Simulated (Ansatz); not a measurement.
## Is this SiHC structure a true minimum?

It was reached by relaxing an invented guess, and it needn't be the stable form of this composition.

Method: Ansatz 0.2.0, DFT PBE, scalar-relativistic, plane waves, PAW. Plane waves to 420 eV, a k mesh through Γ of 18×18×16 on the computed 3-atom cell and Gaussian smearing (0.10 eV); no spin polarisation.

The cell below (3 atoms, space group P-6m2 (No. 187)) is relaxed within its symmetry.

```
CELL_PARAMETERS angstrom
3.26294 0.00000 0.00000
-1.63147 2.82579 0.00000
0.00000 0.00000 2.86407
ATOMIC_POSITIONS crystal
Si 0.33333 0.66667 0.50000
H 0.66667 0.33333 0.00000
C 0.66667 0.33333 0.50000
```

For the test a repeat of it with 6 atoms (edges 2.86, 3.26, 5.65 Å) was strained at random (σ = 1.5 % a component), the atoms were moved at random (σ = 0.15 Å), and all was relaxed again on a coarse 8×6×4 mesh (in the run’s order of axes) with 0.20 eV smearing, with no symmetry imposed.

An odd number of electrons in the primitive cell allows no gap without spin; a larger cell or a magnetic state could open one.

Q: Is the structure stable against such a distortion?

A: It doesn't return. The energy falls by 585 meV/atom on that mesh, the volume changes by 64.8 %, and the end has space group Pm (No. 6) at a loose tolerance. Relaxed again on a 6×10×6 mesh with 0.02 eV smearing, the new structure lies 579 meV/atom below the first (mesh in the axes of the run's cell; the cell below is made exact in the group named). Space group Pm (No. 6), monoclinic, a = 5.330 Å, b = 3.102 Å, c = 5.471 Å, β = 92.0°. Around Si on its first site lie 1 H at 1.51 Å and 3 C at 1.85–1.89 Å; Si on its second site is surrounded by 3 C at 1.78–1.86 Å; H on its first site is surrounded by 1 C at 1.11 Å; C on its first site has 1 H at 1.11 Å and 3 Si at 1.86–1.89 Å; 2 more sites not described.

```cif
data_structure
_symmetry_space_group_name_H-M 'Pm'
_symmetry_Int_Tables_number 6
_cell_length_a 5.3297
_cell_length_b 3.1022
_cell_length_c 5.4709
_cell_angle_alpha 90.000
_cell_angle_beta 91.974
_cell_angle_gamma 90.000
_cell_volume 90.40
loop_
_atom_site_label
_atom_site_type_symbol
_atom_site_symmetry_multiplicity
_atom_site_Wyckoff_symbol
_atom_site_fract_x
_atom_site_fract_y
_atom_site_fract_z
_atom_site_occupancy
Si1 Si 1 a 0.88795 0.00000 0.55399 1
Si2 Si 1 b 0.38734 0.50000 0.47326 1
H1 H 1 b 0.76038 0.50000 0.22507 1
H2 H 1 a 0.83801 0.00000 0.82327 1
C1 C 1 b 0.73107 0.50000 0.42435 1
C2 C 1 a 0.22858 0.00000 0.50006 1
```
